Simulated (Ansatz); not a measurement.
CoPdO$_{2}$:
Space group R-3m, hexagonal axes (No. 166); a = b = 2.825 Å, c = 17.762 Å, α = β = 90.00°, γ = 120.00°

```csv
atom,site,symmetry,x,y,z
Co,3b,-3m,0.0000,0.0000,0.5000
Pd,3a,-3m,0.0000,0.0000,0.0000
O,6c,3m,0.0000,0.0000,0.1127
```
(The calculation used a cell of 4 atoms; values per cell refer to that cell.)

Relaxed at zero pressure with r²SCAN in the plane-wave PAW code Ansatz.

Task: The volume is lowered by 6 % and shape and atoms relax at that volume. What pressure results, and how do the axes share the change?

Result: 15.8 GPa; a -2.5 %, b -2.5 %, c -1.1 %; the energy rises by 29 meV/atom.

Task: Give the new structure.

Result: 
Space group R-3m, hexagonal axes (No. 166); a = 2.754 Å, b = 2.754 Å, c = 17.570 Å, α = 90.00°, β = 90.00°, γ = 120.00°

```json
[
 {"atom": "Co", "site": "3b", "symmetry": "-3m", "x": "0.0000", "y": "0.0000", "z": "0.5000"},
 {"atom": "Pd", "site": "3a", "symmetry": "-3m", "x": "0.0000", "y": "0.0000", "z": "0.0000"},
 {"atom": "O", "site": "6c", "symmetry": "3m", "x": "0.0000", "y": "0.0000", "z": "0.1119"}
]
```

The phase is kept; no other phase was compared at this pressure.

The cell was relaxed with r²SCAN under the symmetry of its start. The workflow began spin-polarised and lost its moments. No Hubbard U is applied.

Potentials: the earlier of the program's two PAW sets. The files were generated under PBE; for other functionals the program regenerates the frozen cores, and for LDA and PBEsol the local potential too.
